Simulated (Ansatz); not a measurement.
ReW (L1₀ or tetragonal B2, space group No. 123) under volume change, r²SCAN (plane waves, PAW; program Ansatz), shape and atoms relaxed at each volume.

| V (Å³/atom) | E − E(relaxed) (meV/atom) | P (GPa) |
|---|---|---|
| 14.036 | 156.6 | 39.01 |
| 14.499 | 66.1 | 24.05 |
| 14.962 | 15.7 | 11.16 |
| 15.424 | 0.0 | 0.00 |
| 15.887 | 14.1 | -9.51 |
| 16.350 | 53.5 | -17.58 |
| 16.812 | 114.5 | -24.48 |

What does a third-order Birch–Murnaghan fit give for V₀, B₀ and B′?

V₀ = 15.43 Å³/atom, B₀ = 340 GPa, B′ = 4.1.

Space group P4/mmm (L1₀ or tetragonal B2). The cell is a constructed one: a structure type filled with these elements; neither database checked (COD, Materials Project) lists it. Its standing as an ambient phase is unchecked. The r²SCAN relaxation kept the symmetry of its start; whether a distortion lowers the energy is not shown. The run is not spin-polarised. Scalar-relativistic: spin–orbit coupling is off unless named, which matters more the heavier the elements.

Potentials: the earlier of the program's two PAW sets.
